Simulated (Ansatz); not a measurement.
Data:

Starting cell, AlN (zinc blende):

```xyz
4
Lattice="0.0000 4.4025 4.4025 2.2013 2.2013 4.4025 2.2013 2.2013 0.0000" Properties=species:S:1:pos:R:3 pbc="T T T"
N      3.3019     7.7044     7.7044
N      3.3019     5.5032     5.5032
Al     0.0000     0.0000     0.0000
Al     2.2013     4.4025     6.6038
```

The atoms are displaced by Q × the pattern below (from a DFPT mode at X = (0.5, 0.5, 0.0), largest move 1; Q in Å), at fixed cell. (q is in reciprocal vectors of the primitive cell; the cell shown is doubled to hold the pattern.)

```csv
atom,x,y,z
Al3,0.000,0.000,-1.000
Al4,0.000,0.000,1.000
```

Atoms not listed stay in place.

Calculation: PBE (plane waves to 420 eV, PAW, scalar-relativistic; Ansatz, a program for electronic structure). k mesh 13×13×13 (Γ-centred), Fermi-Dirac smearing 0.05 eV. The energy includes the smearing's −TS. As the smearing reaches across the gap at some points, energies and forces of such displacements shift with the k mesh and the smearing. AlN was relaxed with its symmetry unable to fall. The PAW data are Ansatz's earlier set. The zero of ΔE is the undisplaced structure.

The scan covers Q from -0.280 to 0.280 Å in 13 points.

Task: Which space group does the distorted structure have?

Result: P-4m2 (No. 115), lowered from F-43m.

Task: Is this a single well or a double well?

Result: A single well with its minimum at or next to zero displacement.

Task: What is the energy change at Q = 0.280 Å?

Result: 2398 meV/cell.

Task: What harmonic wavenumber does the curvature at Q = 0 give?

Result: 574 cm⁻¹.

(For displaced atoms, the force is minus the slope of the energy, and its curvature is a force constant, which sets phonon frequencies.)
